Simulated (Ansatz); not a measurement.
Space group Fm-3m (No. 225). a = 10.705 Å, b = 10.705 Å, c = 10.705 Å, α = 90.00°, β = 90.00°, γ = 90.00°
| atom | site | symmetry | x | y | z |
| --- | --- | --- | --- | --- | --- |
| K | 8c | -43m | 0.2500 | 0.2500 | 0.7500 |
| Ag | 4b | m-3m | 0.5000 | 0.0000 | 0.0000 |
| Bi | 4a | m-3m | 0.0000 | 0.0000 | 0.0000 |
| Cl | 24e | 4m.m | 0.2515 | 0.0000 | 0.0000 |

Equation of state of this K2AgBiCl6 structure (not necessarily the ground state), with shape and atoms relaxed at each volume where symmetry leaves them free. Level of theory: DFT r2SCAN, scalar-relativistic, plane waves, PAW in Ansatz.

Plane waves to 500 eV, a k mesh through Γ of 6×6×6 on the computed 10-atom cell and Gaussian smearing (0.02 eV); no spin polarisation.

| V (Å³/atom) | E − E(largest V) (meV/atom) | P (GPa) | gap on mesh (eV) |
| --- | --- | --- | --- |
| 28.831 | 2.74 | 2.09 | 2.04 |
| 29.751 | -5.89 | 0.95 | 2.10 |
| 30.672 | -8.54 | 0.00 | 2.15 |
| 31.592 | -6.29 | -0.77 | 2.21 |
| 32.512 | 0.00 | -1.40 | 2.26 |

**Question.** Fit a third-order Birch–Murnaghan equation to E(V).

**Answer.** V0 = 30.68 Å³/atom, B0 = 28 GPa, B0' = 5.6.

Spin-orbit coupling is left out, which matters for the bands of heavy elements.

Cost: 5 runs of about 12 core-minutes in all, on Arm Neoverse V2 (shared hosts).